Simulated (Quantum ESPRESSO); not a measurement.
## Band energies of PbTe

```
CELL_PARAMETERS angstrom
      0.00000     3.21954     3.21954
      3.21954     0.00000     3.21954
      3.21954     3.21954     0.00000
ATOMIC_POSITIONS crystal
  Te 0.00000 0.00000 0.00000
  Pb 0.50000 0.50000 0.50000
```

PBE (pw.x of Quantum ESPRESSO, ONCV potentials, without SOC); path ΓXWKΓLUWLK,UX; energies in eV from the valence-band maximum.

| k (1/Å) | point | band 11 | band 12 | band 13 | band 14 | band 15 | band 16 | band 17 | band 18 |
|---|---|---|---|---|---|---|---|---|---|
| 0.00 | Γ | -12.11 | -5.58 | -1.39 | -1.39 | -1.39 | 4.08 | 4.08 | 4.08 |
| 0.33 |  | -11.79 | -6.37 | -1.83 | -1.83 | -0.36 | 1.74 | 4.20 | 4.20 |
| 0.65 |  | -10.97 | -7.19 | -2.95 | -2.55 | -2.55 | 3.60 | 4.32 | 4.94 |
| 0.98 | X | -10.39 | -7.31 | -4.58 | -2.86 | -2.86 | 3.26 | 5.50 | 5.50 |
| 1.46 | W | -10.23 | -8.03 | -3.86 | -3.86 | -0.38 | 1.66 | 5.23 | 5.23 |
| 1.81 | K | -10.30 | -8.01 | -4.20 | -2.36 | -2.12 | 3.58 | 3.79 | 5.12 |
| 2.12 |  | -10.74 | -8.05 | -3.28 | -1.24 | -0.80 | 1.84 | 1.90 | 4.78 |
| 2.43 |  | -11.61 | -6.89 | -2.16 | -0.88 | -0.33 | 1.72 | 2.00 | 4.10 |
| 2.84 | Γ | -12.11 | -5.58 | -1.39 | -1.39 | -1.39 | 4.08 | 4.08 | 4.08 |
| 3.16 |  | -11.81 | -6.50 | -1.30 | -1.30 | -0.90 | 2.69 | 2.96 | 2.96 |
| 3.48 |  | -11.02 | -8.10 | -1.04 | -1.04 | -0.26 | 1.17 | 1.59 | 1.59 |
| 3.69 | L | -10.66 | -8.65 | -0.92 | -0.92 | 0.00 | 0.71 | 1.24 | 1.24 |
| 3.79 |  | -10.64 | -8.62 | -1.30 | -1.04 | -0.33 | 0.99 | 1.40 | 1.79 |
| 4.19 |  | -10.33 | -8.15 | -3.95 | -2.16 | -1.89 | 3.22 | 3.35 | 5.54 |
| 4.29 | U | -10.30 | -8.01 | -4.20 | -2.36 | -2.12 | 3.58 | 3.79 | 5.12 |
| 4.52 |  | -10.26 | -8.02 | -4.04 | -3.52 | -0.72 | 2.02 | 4.77 | 5.63 |
| 4.63 | W | -10.23 | -8.03 | -3.86 | -3.86 | -0.38 | 1.66 | 5.23 | 5.23 |
| 4.83 |  | -10.32 | -8.17 | -3.51 | -3.42 | -0.42 | 1.52 | 4.76 | 5.00 |
| 5.12 |  | -10.58 | -8.55 | -1.92 | -1.61 | -0.49 | 1.11 | 2.19 | 2.65 |
| 5.32 | L | -10.66 | -8.65 | -0.92 | -0.92 | 0.00 | 0.71 | 1.24 | 1.24 |
| 5.49 |  | -10.60 | -8.57 | -1.83 | -1.22 | -0.67 | 1.37 | 1.66 | 2.49 |
| 5.75 |  | -10.38 | -8.26 | -3.62 | -1.99 | -1.68 | 2.87 | 2.98 | 5.08 |
| 5.92 | K | -10.30 | -8.01 | -4.20 | -2.36 | -2.12 | 3.58 | 3.79 | 5.12 |
| 5.92 | U | -10.30 | -8.01 | -4.20 | -2.36 | -2.12 | 3.58 | 3.79 | 5.12 |
| 6.26 | X | -10.39 | -7.31 | -4.58 | -2.86 | -2.86 | 3.26 | 5.50 | 5.50 |

The PBE gap is direct, 0.71 eV at L.

Spin-orbit coupling is left out; with 6p states at a band edge it can lower the gap by many tenths of an eV, most of a small gap.

Geometry relaxed with PBEsol.
